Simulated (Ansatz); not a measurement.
GaCuSe2:
Space group I-42d (No. 122); a = b = 5.608 Å, c = 11.097 Å, α = β = γ = 90.00°

```json
[
 {"atom": "Cu", "site": "4a", "symmetry": "-4..", "x": "0.0000", "y": "0.0000", "z": "0.0000"},
 {"atom": "Ga", "site": "4b", "symmetry": "-4..", "x": "0.0000", "y": "0.0000", "z": "0.5000"},
 {"atom": "Se", "site": "8d", "symmetry": ".2.", "x": "0.2500", "y": "0.2537", "z": "0.3750"}
]
```
(The calculation used a cell of 8 atoms; values per cell refer to that cell.)

Relaxed with r²SCAN.

Task: Tabulate the valence density and the electron localisation function along the shortest Ga–Se contact (2.43 Å), plane-wave PAW r²SCAN (Ansatz code).

Result: 

```csv
distance from Ga (Å),density (e/Å³),ELF
0.24,27.22,0.03
0.36,12.58,0.03
0.49,4.82,0.07
0.61,1.87,0.14
0.73,0.94,0.22
0.85,0.63,0.28
0.97,0.51,0.37
1.09,0.49,0.55
1.22,0.53,0.72
1.34,0.61,0.80
1.46,0.74,0.81
1.58,0.94,0.81
1.70,1.48,0.77
1.82,2.94,0.68
1.95,6.52,0.52
2.07,14.09,0.32
2.19,26.34,0.17
```

The density is the valence pseudo-density with augmentation charge, so density and ELF within about 1 Å of a nucleus are not all-electron values.

Symmetry was held in the r²SCAN relaxation. No spin polarisation was allowed.

Potentials: the later of the program's two PAW sets.
